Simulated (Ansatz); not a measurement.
MoS2:
```
CELL_PARAMETERS angstrom
      1.58812     0.91690     6.22378
     -1.58812     0.91690     6.22378
      0.00000    -1.83380     6.22378
ATOMIC_POSITIONS crystal
  Mo 0.99977 0.99977 0.99977
  S  0.41626 0.41626 0.41626
  S  0.24999 0.24999 0.24999
```

Cartesian axes are those of the cell as given.

Task: Give the proper piezoelectric stress tensor with relaxed ions from r²SCAN+D4 (plane waves, PAW; program Ansatz).

Result: In C/m², rows x, y, z, Voigt columns; mesh uncertainty up to 0.01.
```
 0.00   0.00   0.00   0.00   0.02   0.53
 0.53  -0.53   0.00   0.02   0.00   0.00
 0.00   0.00   0.08   0.00   0.00   0.00
```

The elastic tensor of the same run (GPa):

```
 231  61.2  11.4   3.3   0.0   0.0
61.2   231  11.4  -3.3   0.0   0.0
11.4  11.4  40.2   0.0   0.0   0.0
 3.3  -3.3   0.0  14.1   0.0   0.0
 0.0   0.0   0.0   0.0  14.1   3.3
 0.0   0.0   0.0   0.0   3.3  84.9
```

Task: Convert to strain constants d = e·S.

Result: In pC/N:
```
 0.0   0.0   0.0   0.0   0.3   6.2
 3.1  -3.1   0.0   0.3   0.0   0.0
-0.1  -0.1   2.0   0.0   0.0   0.0
```

Space group R3m. Symmetry was held in the r²SCAN+D4 relaxation. The run is not spin-polarised. Signs of piezoelectric constants follow the polarity of the cell as given.

Potentials: the earlier of the program's two PAW sets.
